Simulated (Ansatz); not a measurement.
HfO2 (fluorite)

```yaml
crystal:
  lattice:
    - [0.00000, 5.09813, 5.09813]
    - [2.54906, 2.54906, 5.09813]
    - [2.54906, 2.54906, 0.00000]
  atoms:
    - { symbol: Hf, position: [0.00000, 0.00000, 0.00000] }
    - { symbol: Hf, position: [0.50000, 0.00000, 0.00000] }
    - { symbol: O, position: [0.00000, 0.25000, 0.25000] }
    - { symbol: O, position: [0.50000, 0.25000, 0.25000] }
    - { symbol: O, position: [0.00000, 0.75000, 0.75000] }
    - { symbol: O, position: [0.50000, 0.75000, 0.75000] }
```

The atoms are displaced by Q × the pattern below (from a DFPT mode at X = (0.5, 0.5, 0.0), largest move 1; Q in Å), at fixed cell. (q is in reciprocal vectors of the primitive cell; the cell shown is doubled to hold the pattern.)

| atom | x | y | z |
|---|---|---|---|
| O3 | 0.000 | 0.000 | -1.000 |
| O4 | 0.000 | 0.000 | 1.000 |
| O5 | 0.000 | 0.000 | -1.000 |
| O6 | 0.000 | 0.000 | 1.000 |

Atoms not listed stay in place.

These are PBE (plane waves to 420 eV, PAW, scalar-relativistic; Ansatz, a quantum-chemistry and plane-wave program) values and carry that method's errors. k mesh 11×11×11 (Γ-centred), Fermi-Dirac smearing 0.05 eV. E stands for the smeared free energy. HfO2 is run without spin polarisation. HfO2 was relaxed with its symmetry unable to fall. Spin-orbit coupling is left out, though Hf is heavy. The PAW data are Ansatz's earlier set. This is a high-temperature form of HfO2. ΔE is measured from the undisplaced structure.

**Question.** Estimate the ΔE (meV/cell) for Q (Å) = -0.440, -0.367, -0.220, 0.073, 0.147, 0.220, 0.367, 0.440.

**Answer.** 
```json
[
 {"Q (Å)": "-0.440", "ΔE (meV/cell)": "370"},
 {"Q (Å)": "-0.367", "ΔE (meV/cell)": "38"},
 {"Q (Å)": "-0.220", "ΔE (meV/cell)": "-152"},
 {"Q (Å)": "0.073", "ΔE (meV/cell)": "-31"},
 {"Q (Å)": "0.147", "ΔE (meV/cell)": "-101"},
 {"Q (Å)": "0.220", "ΔE (meV/cell)": "-152"},
 {"Q (Å)": "0.367", "ΔE (meV/cell)": "38"},
 {"Q (Å)": "0.440", "ΔE (meV/cell)": "370"}
]
```

(For displaced atoms, the force is minus the slope of the energy, and its curvature is a force constant, which sets phonon frequencies.)
